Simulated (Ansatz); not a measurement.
Bi:
```cif
data_Bi6
_chemical_formula_sum 'Bi6'
_space_group_name_H-M_alt 'R-3m :H'
_space_group_IT_number 166
_space_group_name_Hall '-R 3 2"'
_cell_length_a 4.53497
_cell_length_b 4.53497
_cell_length_c 12.37175
_cell_angle_alpha 90.000
_cell_angle_beta 90.000
_cell_angle_gamma 120.000
loop_
_atom_site_label
_atom_site_type_symbol
_atom_site_symmetry_multiplicity
_atom_site_Wyckoff_symbol
_atom_site_fract_x
_atom_site_fract_y
_atom_site_fract_z
_atom_site_occupancy
Bi1 Bi 6 c 0.00000 0.00000 0.23164 1
```
(The calculation used a cell of 2 atoms; values per cell refer to that cell.)

Relaxed with r²SCAN.

Which orbitals make up the states near the Fermi level in r²SCAN in the plane-wave PAW code Ansatz?

Within 0.5 eV of the Fermi level: Bi 6p 87 %, Bi 6s 10 %. Projections are on Löwdin-orthogonalised atomic valence shells; empty p or d shells of many metals are not among them.

Tabulate the density of states.

States/eV per cell of 2 atoms, in 0.25 eV bins, energy from the Fermi level.

| E (eV) | total | Bi 6p | Bi 6s |
|---|---|---|---|
| -7.85 | 0.01 | 0.00 | 0.01 |
| -7.60 | 0.00 | 0.00 | 0.00 |
| -7.35 | 0.00 | 0.00 | 0.00 |
| -7.10 | 0.00 | 0.00 | 0.00 |
| -6.85 | 0.00 | 0.00 | 0.00 |
| -6.60 | 0.00 | 0.00 | 0.00 |
| -6.35 | 0.00 | 0.00 | 0.00 |
| -6.10 | 0.00 | 0.00 | 0.00 |
| -5.85 | 0.00 | 0.00 | 0.00 |
| -5.60 | 0.00 | 0.00 | 0.00 |
| -5.35 | 0.00 | 0.00 | 0.00 |
| -5.10 | 0.00 | 0.00 | 0.00 |
| -4.85 | 0.00 | 0.00 | 0.00 |
| -4.60 | 0.45 | 0.44 | 0.01 |
| -4.35 | 0.78 | 0.76 | 0.01 |
| -4.10 | 0.96 | 0.94 | 0.02 |
| -3.85 | 0.99 | 0.96 | 0.02 |
| -3.60 | 1.12 | 1.09 | 0.03 |
| -3.35 | 1.31 | 1.27 | 0.03 |
| -3.10 | 1.66 | 1.60 | 0.05 |
| -2.85 | 1.76 | 1.69 | 0.05 |
| -2.60 | 1.81 | 1.73 | 0.06 |
| -2.35 | 1.82 | 1.74 | 0.07 |
| -2.10 | 1.85 | 1.75 | 0.08 |
| -1.85 | 1.97 | 1.86 | 0.08 |
| -1.60 | 1.81 | 1.70 | 0.09 |
| -1.35 | 1.65 | 1.54 | 0.09 |
| -1.10 | 1.51 | 1.39 | 0.09 |
| -0.85 | 1.08 | 0.98 | 0.08 |
| -0.60 | 0.77 | 0.69 | 0.07 |
| -0.35 | 0.50 | 0.44 | 0.05 |
| -0.10 | 0.20 | 0.18 | 0.02 |
| 0.15 | 0.10 | 0.09 | 0.01 |
| 0.40 | 0.42 | 0.36 | 0.05 |
| 0.65 | 1.02 | 0.89 | 0.09 |
| 0.90 | 1.78 | 1.59 | 0.13 |
| 1.15 | 1.38 | 1.24 | 0.09 |
| 1.40 | 1.30 | 1.18 | 0.07 |
| 1.65 | 1.31 | 1.20 | 0.06 |
| 1.90 | 1.29 | 1.18 | 0.05 |
| 2.15 | 1.34 | 1.22 | 0.05 |
| 2.40 | 1.53 | 1.34 | 0.05 |
| 2.65 | 1.93 | 1.56 | 0.04 |
| 2.90 | 1.35 | 1.21 | 0.02 |
| 3.15 | 1.18 | 1.07 | 0.02 |
| 3.40 | 1.27 | 1.11 | 0.02 |
| 3.65 | 1.38 | 1.15 | 0.02 |
| 3.90 | 1.33 | 1.06 | 0.02 |
| 4.15 | 0.95 | 0.79 | 0.01 |
| 4.40 | 0.78 | 0.65 | 0.01 |
| 4.65 | 0.65 | 0.50 | 0.01 |

The cell was relaxed with r²SCAN under the symmetry of its start. Spin–orbit coupling is left out wherever it is not named.

Potentials: the earlier of the program's two PAW sets.
